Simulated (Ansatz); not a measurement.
LiBe4Co single point

The input, for Ansatz 0.2.0 (plane waves, PAW):

```yaml
crystal:
  lattice:
    - [5.149634, 0.0, 0.0]
    - [0.0, 4.408085, 0.0]
    - [-2.144326, 0.0, 4.789897]
  atoms:
    - { symbol: Li, position: [0.5, 0.5, 0.0] }
    - { symbol: Li, position: [0.5, 0.0, 0.5] }
    - { symbol: Co, position: [0.0, 0.0, 0.0] }
    - { symbol: Co, position: [0.0, 0.5, 0.5] }
    - { symbol: Be, position: [0.8532, 0.7948, 0.6684] }
    - { symbol: Be, position: [0.1468, 0.2948, 0.8316] }
    - { symbol: Be, position: [0.1468, 0.2052, 0.3316] }
    - { symbol: Be, position: [0.8532, 0.7052, 0.1684] }
    - { symbol: Be, position: [0.3246, 0.6853, 0.6213] }
    - { symbol: Be, position: [0.6754, 0.1853, 0.8787] }
    - { symbol: Be, position: [0.6754, 0.3147, 0.3787] }
    - { symbol: Be, position: [0.3246, 0.8147, 0.1213] }
  symmetry: { tolerance: 0.0003 }
kpoints:
  mp_grid: { grid: [5, 5, 5], shift: [0, 0, 0] }
  band_path:
    path:
      - [0.0, 0.0, 0.0]
      - [0.0, 0.5, 0.0]
      - [0.0, 0.5, 0.5]
      - [0.0, 0.0, 0.5]
      - [0.0, 0.0, 0.0]
      - [-0.5, 0.0, 0.5]
      - [-0.5, 0.5, 0.5]
      - [0.0, 0.5, 0.0]
      - [-0.5, 0.5, 0.0]
    npoints: 6
magnetization:
  spin_polarized: false
scf:
  occupations: { method: fermi_dirac, width: 0.0389 }
  lower_state_search: "off"
  max_iter: 200
hamiltonian:
  pseudopotentials: { kind: paw }
  xc: r2scan
  hubbard:
    projectors: all-electron-ortho-atomic
    sites: [{ species: Co, l: d, u_eff: 3.9 }]
basis:
  ecutwfc: 500
  fft_grid_basis: typed
output:
  forces: true
  stress: true
  eigenvalues: true
  bader: true
  populations: true
  elf: true
  write_potential: true
  volumetric_format: npy
  dos:
    e_range: [-12, 8]
    de: 0.05
    projected: { site_lists: { Be: [Be], Co: [Co], Li: [Li] } }
checkpoint:
  read: saved_state
```

The run starts from an earlier solution of this cell. 

Parts of the output:

```
SCF iter   1: F=-11396.7819 eV  Δρ=7.77e-3  dr2=4.70e-3  dr2_τ=3.04e-2
SCF iter   2: F=-11396.7876 eV  Δρ=4.14e-3  dr2=1.86e-3  dr2_τ=3.17e-3
SCF iter   3: F=-11396.7868 eV  Δρ=2.49e-3  dr2=2.86e-3  dr2_τ=4.08e-4
SCF iter   4: F=-11396.7891 eV  Δρ=2.50e-4  dr2=4.96e-5  dr2_τ=6.41e-6
SCF iter   5: F=-11396.7891 eV  Δρ=1.10e-4  dr2=1.40e-5  dr2_τ=4.70e-7
SCF iter   6: F=-11396.7891 eV  Δρ=6.10e-5  dr2=3.92e-6  dr2_τ=5.96e-8
SCF iter   7: F=-11396.7891 eV  Δρ=1.77e-5  dr2=3.92e-7  dr2_τ=8.76e-9
SCF iter   8: F=-11396.7891 eV  Δρ=7.27e-6  dr2=5.87e-8  dr2_τ=9.74e-10
Free energy (F): -11396.7891 eV
Harris-Foulkes:  -11396.7891 eV  (|F-HF|=1.87e-8)
Internal energy: -11396.7746 eV  (E = F + TS)
E sigma→0 (E₀):  -11396.7819 eV
Entropy (-TS):   -0.0145 eV (-1.205 meV/atom)
Fermi energy:    8.8793 eV
--- Forces (eV/Å), atoms counted from 1 ---
  atom   1  Li     0.0000     0.0000     0.0000
  atom   2  Li     0.0000     0.0000     0.0000
  atom   3  Co     0.0000     0.0000     0.0000
  atom   4  Co     0.0000     0.0000     0.0000
  atom   5  Be     0.6094    -1.2236    -0.0820
  atom   6  Be    -0.6094    -1.2236     0.0820
  atom   7  Be    -0.6094     1.2236     0.0820
  atom   8  Be     0.6094     1.2236    -0.0820
  atom   9  Be     1.5871     0.3329     0.4650
  atom  10  Be    -1.5871     0.3329    -0.4650
  atom  11  Be    -1.5871    -0.3329    -0.4650
  atom  12  Be     1.5871    -0.3329     0.4650
--- Stress (GPa, compression-positive) ---
       47.3213       0.0000       5.8546
        0.0000      40.3476       0.0000
        5.8546       0.0000      35.3180
  P = ⅓ Tr σ = 40.9956 GPa (409.956 kbar)
--- Löwdin populations: 12 sites ---
  site symbol       q [e]
     0     Li      2.8850
     1     Li      2.8850
     2     Co     18.2571
     3     Co     18.2571
     4     Be      1.1368
     5     Be      1.1368
     6     Be      1.1368
     7     Be      1.1368
     8     Be      1.2028
     9     Be      1.2028
    10     Be      1.2028
    11     Be      1.2028
  spilling = 0.0778 (of n_electrons = 56.0000)
--- Bader charges: 12 sites ---
  site symbol  charge [e]  shift [e]
     0     Li      0.7057     0.0049
     1     Li      0.7057     0.0049
     2     Co     -4.9414     0.0001
     3     Co     -4.9413     0.0001
     4     Be      1.3958     0.0005
     5     Be      1.3958     0.0005
     6     Be      1.3957     0.0005
     7     Be      1.3958     0.0005
     8     Be      0.7221     0.0015
     9     Be      0.7221     0.0015
    10     Be      0.7221     0.0015
    11     Be      0.7221     0.0015
```

Total energies depend on the potentials used, so only differences within one code and one set of settings carry meaning.

Origin: a known structure type with other elements, at an estimated volume, so it need not be a known compound. Caveats: no spin polarisation, so a magnetic state may lie lower; atoms or cell far from equilibrium.
